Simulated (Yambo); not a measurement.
G0W0@PBEsol for CdI₂ (CdI2 type, space group P-3m1, No. 164) in Yambo (3×3×2 mesh, 8 Ry block, plasmon pole, screening fixed), without a terminator:

```json
[
 {"bands N in G": "74", "gap A → Γ (eV)": "3.668", "shift of the valence edge (eV)": "-0.512"},
 {"bands N in G": "133", "gap A → Γ (eV)": "3.649", "shift of the valence edge (eV)": "-0.722"},
 {"bands N in G": "211", "gap A → Γ (eV)": "3.665", "shift of the valence edge (eV)": "-0.828"}
]
```

Question: Extrapolate both columns to infinite N with E(N) = E∞ + A/N, test the form, and compare with the terminator.

Answer: From two points, E∞ = (N2 E2 − N1 E1)/(N2 − N1). The two largest N give 3.69 eV for the gap and -1.01 eV for the shift; the two smallest give 3.63 eV and -0.99 eV. For the gap the slopes A are 3.2 and -5.8 eV: the form isn't reached, and its limit is uncertain. For the shift the slopes A are 35 and 38 eV: the 1/N form holds. With the Bruneval-Gonze terminator and 211 bands the run gives 3.67 eV and -0.90 eV, 0.03 eV and 0.11 eV from the extrapolated values: the terminator too is an estimate of the remainder. Block, mesh and the bands in W are held fixed.

Spin-orbit coupling is not included.

Geometry relaxed with PBE+D3(BJ); primitive cell a = b = 4.242 Å, c = 6.817 Å, α = β = 90.00°, γ = 120.00°.

A shift is the quasiparticle energy of the state minus its PBEsol energy.
